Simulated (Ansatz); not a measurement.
Here is the system:

Ge$_{2}$Pd:
```
CELL_PARAMETERS angstrom
      1.82334    -6.10376     0.00000
      1.82334     6.10376     0.00000
      0.00000     0.00000     4.62643
ATOMIC_POSITIONS crystal
  Ge 0.93674 0.06326 0.75000
  Ge 0.06326 0.93674 0.25000
  Ge 0.26369 0.73631 0.75000
  Ge 0.73631 0.26369 0.25000
  Pd 0.60302 0.39698 0.75000
  Pd 0.39698 0.60302 0.25000
```

This is the PBE-relaxed structure.

Q: All from PBE (plane waves, PAW; program Ansatz), unless another level is named. Estimate the electronic character.

A: metallic (no gap).

Q: What about the formation energy from the elements (no fitted shifts)?

A: -0.078 eV/atom.

Q: Give the density of states at the Fermi level.

A: 0.41 states/eV per atom (mean over ±0.08 eV).

Space group Cmcm. The cell is a constructed one: a structure type filled with these elements; neither database checked (COD, Materials Project) lists it. Its standing as an ambient phase is unchecked. The cell was relaxed with PBE under the symmetry of its start; its stability against distortions is not shown here. The run is not spin-polarised. The references are the lowest solids computed at this level, not always the standard phases. Spin–orbit coupling is left out wherever it is not named.

Potentials: the later of the program's two PAW sets.
